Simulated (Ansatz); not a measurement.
CO2 on a (111) slab of Sn (Fd-3m (No. 227)), 4 planes, outer planes Sn (top) and Sn (bottom), 1 a cell of 74.8 Å², relaxed and still whole (its atoms last):

```
CELL_PARAMETERS angstrom
9.29642 0.00000 0.00000
-4.64821 8.05093 0.00000
0.00000 0.00000 25.21906
ATOMIC_POSITIONS crystal
Sn 0.66667 0.33333 0.31722
Sn 0.66667 0.83333 0.31722
Sn 0.16667 0.33333 0.31722
Sn 0.16667 0.83333 0.31722
Sn 0.50000 0.50000 0.35484
Sn 0.50000 0.00000 0.35484
Sn 0.00000 0.50000 0.35484
Sn 0.00000 0.00000 0.35484
Sn 0.99071 0.48412 0.47151
Sn 0.99284 0.98568 0.47153
Sn 0.49341 0.48412 0.47151
Sn 0.48931 0.97861 0.47140
Sn 0.82641 0.65282 0.50918
Sn 0.82320 0.15056 0.50786
Sn 0.32331 0.64662 0.50964
Sn 0.32735 0.15056 0.50786
O 0.14957 0.29913 0.62286
C 0.07727 0.15455 0.62818
O 0.00512 0.01024 0.63401
```

Method: Ansatz 0.2.0, DFT PBE+D3(BJ), scalar-relativistic, plane waves, PAW. Plane waves to 420 eV, a k mesh through Γ of 3×3×1 on the computed 19-atom cell and Gaussian smearing (0.10 eV); no spin polarisation. The cell repeats along c with a dipole correction in the vacuum.

It binds with 0.16 eV a molecule against the clean slab and the free molecule (no zero-point or thermal terms); its shortest contact is C–Sn 3.83 Å. Take first-order desorption with no barrier to adsorption, no reaction on the face and an assumed prefactor of 10^13 s⁻¹.

Question: How long does a molecule stay at 400 K?

Answer: τ = ν⁻¹·exp(E/k_BT) with k_BT = 0.0345 eV: E/k_BT = 4.6, so τ ≈ 1×10^-11 s. At about one hit a site a second (10⁻⁶ mbar) the coverage is near τ × 1 s⁻¹, so a layer needs more than atmospheric pressure.

Question: Where does its peak lie in a desorption experiment heated at 1 K/s?

Answer: The peak obeys E/(k_B·T_p²) = (ν/β)·exp(−E/k_BT_p). Solving gives T_p ≈ 61 K (E/k_BT_p = 30.6). An error of 0.1 eV in E moves it by about 38 K, and larger molecules have larger prefactors, which lowers it.

Question: Is this physisorption or chemisorption?

Answer: The tightest contact, C–Sn 3.83 Å, is 1.78 times the sum of covalent radii, and deformation and lateral interaction add up to +0.01 eV; under 0.01 e cross the plane between them. This is physisorption.